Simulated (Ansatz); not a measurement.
Be:
```
CELL_PARAMETERS angstrom
      0.00000     1.57889     1.57889
      1.57889     0.00000     1.57889
      1.57889     1.57889     0.00000
ATOMIC_POSITIONS crystal
  Be 0.00000 0.00000 0.00000
```

Relaxed with r²SCAN. Special points in fractions of this cell's reciprocal vectors: Γ (0.000, 0.000, 0.000); X (0.500, 0.000, 0.500); U (0.625, 0.250, 0.625); K (0.375, 0.375, 0.750); L (0.500, 0.500, 0.500); W (0.500, 0.250, 0.750).

List the band energies nearest the Fermi level at these points for plane-wave PAW r²SCAN (Ansatz code).

In eV from the Fermi level; about four levels below and three above (degenerate sets whole), none deeper than 8.9 eV; … stands for higher levels left out; points with the same levels are listed once.

```tsv
k	below	above
Γ	–	…
X	-2.77	…
U	-0.84	…
L	-5.64	…
```

Space group Fm-3m (fcc (Cu type)). The start of the workflow was typed in or built on a structure type; neither database checked (COD, Materials Project) lists it. It is not the phase usual at ambient conditions (space group No. 194). Symmetry was held in the r²SCAN relaxation; whether a distortion lowers the energy is not shown.

Potentials: the earlier of the program's two PAW sets.
